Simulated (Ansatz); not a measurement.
One crystal and one scan (frozen-phonon scan) at two levels, PBE (plane waves to 420 eV, PAW, scalar-relativistic; Ansatz, an electronic-structure program) and r2SCAN (plane waves to 500 eV, PAW, scalar-relativistic; Ansatz), each from its own relaxed cell and on its own mesh. The cell shown is that of PBE.

Relaxed BP (zinc blende):

```xyz
4
Lattice="0.0000 4.5485 4.5485 2.2742 2.2742 4.5485 2.2742 2.2742 0.0000" Properties=species:S:1:pos:R:3 pbc="T T T"
P      3.4114     3.4114     3.4114
P      3.4114     5.6856     5.6856
B      0.0000     0.0000     0.0000
B      2.2742     4.5485     6.8227
```

The atoms are displaced by Q × the pattern below (from a DFPT mode at X = (0.5, 0.5, 0.0), largest move 1; Q in Å), at fixed cell. (q is in reciprocal vectors of the primitive cell; the cell shown is doubled to hold the pattern.)

```tsv
atom	x	y	z
P1	0.000	0.000	1.000
P2	0.000	0.000	-1.000
```

Atoms not listed stay in place.

BP was relaxed with its symmetry unable to fall. Percentages come from the unrounded values.

Results of PBE:

| Property | Result |
|---|---|
| Lattice constant a (Å) | 4.548 |
| Harmonic wavenumber from the curvature (finite differences) (cm⁻¹ (negative: imaginary)) | 525 |
| Shape of the curve | a single well with its minimum at or next to zero displacement |

What does r2SCAN give for the same quantities?


```tsv
quantity	r2SCAN	PBE − r2SCAN
Lattice constant a (Å)	4.537	+0.011 (+0.3 %)
Harmonic wavenumber from the curvature (finite differences) (cm⁻¹ (negative: imaginary))	541	-16 (-3.0 %)
```

PBE gives the higher value for: lattice constant a. PBE gives the lower value for: harmonic wavenumber from the curvature. Both give the same shape of the curve: a single well with its minimum at or next to zero displacement. Neither level is exact: the differences show how much the result hangs on the functional.

(For displaced atoms, the force is minus the slope of the energy, and its curvature is a force constant, which sets phonon frequencies.)
